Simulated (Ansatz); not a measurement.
CuS:
Space group Cmcm (No. 63); a = 3.7584 Å, b = 6.5518 Å, c = 16.3221 Å, α = β = γ = 90.00°

```json
[
 {"atom": "Cu", "site": "4c", "symmetry": "m2m", "x": "0.0000", "y": "0.6336", "z": "0.2500"},
 {"atom": "Cu", "site": "8f", "symmetry": "m..", "x": "0.0000", "y": "0.3376", "z": "0.1073"},
 {"atom": "S", "site": "4c", "symmetry": "m2m", "x": "0.0000", "y": "0.3021", "z": "0.2500"},
 {"atom": "S", "site": "8f", "symmetry": "m..", "x": "0.0000", "y": "0.0037", "z": "0.0644"}
]
```
(The calculation used a cell of 12 atoms; values per cell refer to that cell.)

Relaxed at zero pressure with plane-wave PAW r²SCAN (Ansatz code).

### Question
The volume is lowered by 6 % and shape and atoms relax at that volume. What pressure results, and how do the axes share the change?

### Answer
5.9 GPa; a -2.3 %, b -1.1 %, c -2.7 %; the energy rises by 17 meV/atom.

### Question
Give the new structure.

### Answer

Space group Cmcm (No. 63); a = 3.672 Å, b = 6.479 Å, c = 15.880 Å, α = β = γ = 90.00°

```json
[
 {"atom": "Cu", "site": "4c", "symmetry": "m2m", "x": "0.0000", "y": "0.5985", "z": "0.2500"},
 {"atom": "Cu", "site": "8f", "symmetry": "m..", "x": "0.0000", "y": "0.3427", "z": "0.1084"},
 {"atom": "S", "site": "4c", "symmetry": "m2m", "x": "0.0000", "y": "0.2691", "z": "0.2500"},
 {"atom": "S", "site": "8f", "symmetry": "m..", "x": "0.0000", "y": "0.0093", "z": "0.0653"}
]
```

The phase is kept; no other phase was compared at this pressure.

The workflow started from an entry of the Crystallography Open Database (COD, 8 K), which files this formula under 2 space groups. Whether it is the stable phase at ambient conditions was not checked. The r²SCAN relaxation kept the symmetry of its start; whether a distortion lowers the energy is not shown. The run is not spin-polarised.

Potentials: the later of the program's two PAW sets.
